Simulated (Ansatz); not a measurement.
# Hf₃ZrSe₈: relaxed-ion elastic tensor

Computed with DFT PBE, scalar-relativistic, plane waves, PAW (Ansatz 0.2.0). Settings: 420 eV plane-wave cutoff, Γ-centred 6×6×6 mesh, fixed occupations. No spin polarisation.

Relaxed structure:
```
CELL_PARAMETERS angstrom
7.55840 0.00000 0.00000
-3.77920 6.54576 0.00000
0.00000 0.00000 7.01326
ATOMIC_POSITIONS crystal
Zr 0.00000 0.00000 0.00000
Hf 0.50000 0.50000 0.00000
Hf 0.50000 0.00000 0.00000
Hf 0.00000 0.50000 0.00000
Se 0.66454 0.83227 0.22512
Se 0.66667 0.33333 0.22453
Se 0.16773 0.83227 0.22512
Se 0.16773 0.33546 0.22512
Se 0.83227 0.66454 0.77488
Se 0.83227 0.16773 0.77488
Se 0.33333 0.66667 0.77547
Se 0.33546 0.16773 0.77488
```

The structure comes from a generated guess, relaxed at this level; another structure or a mixture of phases may lie lower. Spin–orbit coupling is left out, which matters for heavy elements. No dispersion correction is applied, so modes and constants that involve weak contacts between layers, chains or molecules come out too soft.

**Question.** Give the relaxed-ion elastic constants (GPa, Voigt order xx yy zz yz xz xy, on the Cartesian axes of the cell above).

**Answer.**
```
95.8 18.8  0.3 -0.1  0.0  0.0
18.8 95.8  0.3  0.1  0.0  0.0
 0.3  0.3  2.6  0.0  0.0  0.0
-0.1  0.1  0.0  0.8  0.0  0.0
 0.0  0.0  0.0  0.0  0.8 -0.1
 0.0  0.0  0.0  0.0 -0.1 38.5
```

**Question.** Is the crystal stable against homogeneous strain?

**Answer.** Yes: the least eigenvalue of the tensor is 0.8 GPa.

**Question.** And the moduli of a polycrystal (Hill averages)?

**Answer.** B = 14 GPa, G = 11 GPa, E = 26 GPa, ν = 0.20.
